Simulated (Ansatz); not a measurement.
Consider the following.

GeAs:
```
GeAs
1.0
    7.49465     1.90017     0.00000
   -7.49465     1.90017     0.00000
   -1.39734     0.00000     9.17705
Ge As
6 6
Direct
  0.62552   0.37448   0.92690
  0.37448   0.62552   0.07310
  0.74849   0.25151   0.78373
  0.25151   0.74849   0.21627
  0.06940   0.93060   0.58830
  0.93060   0.06940   0.41170
  0.02880   0.97120   0.83689
  0.97120   0.02880   0.16311
  0.35294   0.64706   0.80625
  0.64706   0.35294   0.19375
  0.66445   0.33555   0.53723
  0.33555   0.66445   0.46277
```

This is the LDA-relaxed structure. Tensor components refer to the Cartesian frame of this cell.

Problem. All from DFT-LDA in the program Ansatz with PAW potentials, unless another level is named. Give the formation energy from the elements (no fitted shifts).

Solution. -0.023 eV/atom.

Problem. What about the electron effective mass?

Solution. 0.062, 0.073, 0.18 mₑ (principal values).

Problem. What about the hole effective mass?

Solution. 0.11, 0.35, 0.50 mₑ (principal values).

Problem. What about the smallest direct gap on the standard path?

Solution. 0.19 eV.

Problem. Next, the valence-band maximum?

Solution. off the standard path, at k = (0.427, 0.497, 0.302).

Problem. What about the weight of the valence-edge state by species (Voronoi cells)?

Solution. As 61 %, Ge 39 %.

Space group C2/m. The start of the workflow was typed in or built on a structure type; neither database checked (COD, Materials Project) lists it. Whether it is the stable phase at ambient conditions was not checked. The cell was relaxed with LDA under the symmetry of its start; whether a distortion lowers the energy is not shown. The volume moved by -23 % from the start of the relaxation. A crystal of weakly bound layers computed without a dispersion correction: the cell and the soft elastic constants depend strongly on that. The references are the lowest solids computed at this level, not always the standard phases. Scalar-relativistic: spin–orbit coupling is off unless named, which matters more the heavier the elements.

Potentials: the earlier of the program's two PAW sets.
